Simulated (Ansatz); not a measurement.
Which of these structures of CoBi lies lowest?

Theory: DFT, PBE, all-electron LAPW, scalar-relativistic (Ansatz 0.2.0).

Each cell is taken as listed (from a database or a relaxation; residual pressures are under 0.6 GPa and forces under 0.08 eV/Å), on meshes of about 0.2 Å⁻¹ spacing; energies are extrapolated to zero smearing, with no zero-point or thermal terms. Other structures, the observed one among them, may be missing from this set and lie lower. All runs are spin-polarised from parallel starts; other orders weren't tried.

No spin–orbit coupling, which matters for the heavy atoms here.

Q: Order the structures by energy per atom, lowest first, and give the differences.
A.
```
Co Bi
1.0
     0.00000    2.70033    2.70033
     2.70033    0.00000    2.70033
     2.70033    2.70033    0.00000
Co Bi
1 1
Direct
  0.00000 0.00000 0.00000
  0.50000 0.50000 0.50000
```
(rocksalt type, relaxed by us; 13×13×13 mesh on the primitive cell, smearing 0.05 eV, P = 0.0 GPa, final moment 0.28 μB/atom)
B.
Space group F-43m (No. 216). a = 5.874 Å, b = 5.874 Å, c = 5.874 Å, α = 90.00°, β = 90.00°, γ = 90.00°
```tsv
atom	site	symmetry	x	y	z
Co	4a	-43m	0.0000	0.0000	0.0000
Bi	4d	-43m	0.2500	0.2500	0.7500
```
(zincblende type, relaxed by us; 9×9×9 mesh on the primitive cell, smearing 0.08 eV, P = 0.0 GPa, final moment 0.00 μB/atom)

A: A (0 meV/atom), B (184 meV/atom).
